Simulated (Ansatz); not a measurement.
RbCNO:
Space group Ima2 (No. 46); a = 7.3861 Å, b = 6.2433 Å, c = 6.3071 Å, α = β = γ = 90.00°

```csv
atom,site,symmetry,x,y,z
Rb,4a,..2,0.0000,0.0000,0.2483
C,4b,m..,0.2500,0.5013,0.2514
N,4b,m..,0.2500,0.6337,0.3865
O,4b,m..,0.2500,0.3643,0.1137
```
(The calculation used a cell of 8 atoms; values per cell refer to that cell.)

Relaxed with r²SCAN. r²SCAN in the plane-wave PAW code Ansatz gives a gap of 5.22 eV.

Problem. What gap does HSE06 give on the same cell (Ansatz, PAW)?

Solution. 6.16 eV, 0.94 eV more. The hybrid was solved on a coarser mesh and at special points; its gap is the smallest among all of these.

```json
[
 {"k": "Γ", "v1 r²SCAN": "-0.08", "c1 r²SCAN": "5.22", "v1 HSE06": "-0.09", "c1 HSE06": "6.16"},
 {"k": "X", "v1 r²SCAN": "0.00", "c1 r²SCAN": "6.60", "v1 HSE06": "0.00", "c1 HSE06": "7.61"},
 {"k": "S", "v1 r²SCAN": "-0.14", "c1 r²SCAN": "6.85", "v1 HSE06": "…", "c1 HSE06": "…"},
 {"k": "R", "v1 r²SCAN": "-0.23", "c1 r²SCAN": "7.24", "v1 HSE06": "…", "c1 HSE06": "…"},
 {"k": "T", "v1 r²SCAN": "-0.19", "c1 r²SCAN": "7.27", "v1 HSE06": "…", "c1 HSE06": "…"},
 {"k": "W", "v1 r²SCAN": "-0.25", "c1 r²SCAN": "7.48", "v1 HSE06": "…", "c1 HSE06": "…"},
 {"k": "Y0", "v1 r²SCAN": "-0.04", "c1 r²SCAN": "6.69", "v1 HSE06": "-0.04", "c1 HSE06": "7.71"},
 {"k": "Λ0", "v1 r²SCAN": "-0.04", "c1 r²SCAN": "6.68", "v1 HSE06": "-0.04", "c1 HSE06": "7.70"}
]
```

Problem. Top valence (v1) and lowest conduction level (c1) in eV from each method's valence maximum (which need not be a listed point): supply the withheld HSE06 values.

Solution. 
- R, v1 HSE06: -0.23
- R, c1 HSE06: 8.26
- W, v1 HSE06: -0.26
- W, c1 HSE06: 8.54
- T, v1 HSE06: -0.20
- T, c1 HSE06: 8.21
- S, v1 HSE06: -0.15
- S, c1 HSE06: 7.81

Cost on shared cores: the r²SCAN run (SCF on a 6×6×6 mesh, then bands and DOS) around 5 core-minutes (rough), the HSE06 run (SCF on 4×4×4, then a few points) roughly 6 core-minutes; the tasks are unlike.

The workflow started from a Materials Project entry (that database holds measured and hypothetical structures alike); the Crystallography Open Database copy checked does not list it. With N and O taken as one species the cell has the higher symmetry I4/mcm, so it may be an ordered model of a mixed-site phase. Its standing as an ambient phase is unchecked. The r²SCAN relaxation kept the symmetry of its start; its stability against distortions is not shown here. Spin–orbit coupling is left out wherever it is not named.

Potentials: the later of the program's two PAW sets.
